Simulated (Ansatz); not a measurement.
SnS (rock salt)

```
SnS
1.0
    0.00000     2.87186     2.87186
    2.87186     0.00000     2.87186
    2.87186     2.87186     0.00000
Sn S
1 1
Direct
  0.50000   0.50000   0.50000
  0.00000   0.00000   0.00000
```

The slice is a {100} plane (indices of the conventional cell) through the point (0.500, 0.500, 0.500) (fractional), spanned by u = [100] and v = [0 1 -1] in vectors of this cell: u (4.06 Å) and v (4.06 Å, at 90° to u). It covers one period; positions are fractions (u, v).

Computed with PBEsol (plane waves to 420 eV, PAW, scalar-relativistic; Ansatz, a first-principles code). k mesh 10×10×10. Inside the PAW spheres the values are not all-electron values, and peaks at nuclei hang on which shells count as valence. SnS was relaxed with its symmetry unable to fall. This is one of several known forms of SnS; the measured ambient cells at hand have space group No. 62.

Problem. Predict the map of the electrostatic potential energy of an electron, from the cell's mean on the slice.

Solution. 
```
|xxxxxxxx  -+#%@@@@@%#+-  xxxxxxx|
|xxxxxxxx  -+#%@@@@@%#+-  xxxxxxx|
|xxxxxxxx  =*#%@@@@@%#*=  xxxxxxx|
|xxxxxxx  :+*%%@@@@@%%*+:  xxxxxx|
|xxxxxxx  -+#%%%@@@%%%#+-  xxxxxx|
|xxxxxx  :+*##%%%%%%%##*+:  xxxxx|
|xxxx   :=+*#***+++***#*+=:   xxx|
|      :=+**++=::.::=++**+=:     |
|    :-++**+-.xxxxxxx.-+**++-:   |
|:--=++***+-xxxxxxxxxxx-+***++=--|
|++***###+-xxxxxxxxxxxxx-+###***+|
|####%%#*+.xxxxxxxxxxxxx.+*#%%###|
|%%%%%%%*=xxxxxxxxxxxxxxx=*%%%%%%|
|@@@@@%%*-xxxxxxxxxxxxxxx-*%%@@@@|
|@@@@@@%+:xxxxxxxxxxxxxxx:+%@@@@@|
|@@@@@@%+.xxxxxxxxxxxxxxx.+%@@@@@|
|@@@@@@%+:xxxxxxxxxxxxxxx:+%@@@@@|
|@@@@@%%*-xxxxxxxxxxxxxxx-*%%@@@@|
|%%%%%%%*=xxxxxxxxxxxxxxx=*%%%%%%|
|####%%#*+.xxxxxxxxxxxxx.+*#%%###|
|++***###+-xxxxxxxxxxxxx-+###***+|
|:--=++***+-xxxxxxxxxxx-+***++=--|
|    :-++**+-.xxxxxxx.-+**++-:   |
|      :=+**++=::.::=++**+=:     |
|xxxx   :=+*#***+++***#*+=:   xxx|
|xxxxxx  :+*##%%%%%%%##*+:  xxxxx|
|xxxxxxx  -+#%%%@@@%%%#+-  xxxxxx|
|xxxxxxx  :+*%%@@@@@%%*+:  xxxxxx|
|xxxxxxxx  =*#%@@@@@%#*=  xxxxxxx|
|xxxxxxxx  -+#%@@@@@%#+-  xxxxxxx|
|xxxxxxxx  -+#%@@@@@%#+-  xxxxxxx|
|xxxxxxxx  :+#%@@@@@%#+:  xxxxxxx|
```
Scale: ten equal steps from -3.00 (start of ' ') to 5.39 (end of '@'), in the order ' .:-=+*#%@'. Values: electrostatic potential energy of an electron, from the cell's mean, in eV. The map has 32 points along u (one character each, u = 0 at the left) and 32 along v (v = 0 in the bottom row). Points within 1 Å of a nucleus are blanked (x), as the pseudised field means little there. Values under -3 eV are set to -3. The zero, the cell's mean, hangs on the PAW cores.
